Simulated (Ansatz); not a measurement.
ZrAg:
```cif
data_Ag4Zr4
_chemical_formula_sum 'Zr4 Ag4'
_space_group_name_H-M_alt 'Cmcm'
_space_group_IT_number 63
_space_group_name_Hall '-C 2c 2'
_cell_length_a 2.87569
_cell_length_b 11.40386
_cell_length_c 4.69617
_cell_angle_alpha 90.000
_cell_angle_beta 90.000
_cell_angle_gamma 90.000
loop_
_atom_site_label
_atom_site_type_symbol
_atom_site_symmetry_multiplicity
_atom_site_Wyckoff_symbol
_atom_site_fract_x
_atom_site_fract_y
_atom_site_fract_z
_atom_site_occupancy
Zr1 Zr 4 c 0.00000 0.33679 0.25000 1
Ag1 Ag 4 c 0.00000 0.06995 0.25000 1
```
(The calculation used a cell of 4 atoms; values per cell refer to that cell.)

Relaxed at zero pressure with PBEsol in the plane-wave PAW code Ansatz.

Problem. The volume is lowered by 6 % and shape and atoms relax at that volume. What pressure results, and how do the axes share the change?

Solution. 8.2 GPa; a -2.5 %, b -1.9 %, c -1.7 %; the energy rises by 28 meV/atom.

Problem. Give the new structure.

Solution. 
Space group Cmcm (No. 63); a = 2.8029 Å, b = 11.1864 Å, c = 4.6171 Å, α = β = γ = 90.00°

```tsv
atom	site	symmetry	x	y	z
Zr	4c	m2m	0.0000	0.3355	0.2500
Ag	4c	m2m	0.0000	0.0695	0.2500
```

The phase is kept; no other phase was compared at this pressure.

The start of the workflow was typed in or built on a structure type; neither database checked (COD, Materials Project) lists it. COD files the formula under space group No. 129. Its standing as an ambient phase is unchecked. Symmetry was held in the PBEsol relaxation; whether a distortion lowers the energy is not shown. The run is not spin-polarised. Axis ratios of metals converge slowly with the k-mesh, so a and c are less sure than the volume.

Potentials: the earlier of the program's two PAW sets. The files were generated under PBE; for other functionals the program regenerates the frozen cores, and for LDA and PBEsol the local potential too.
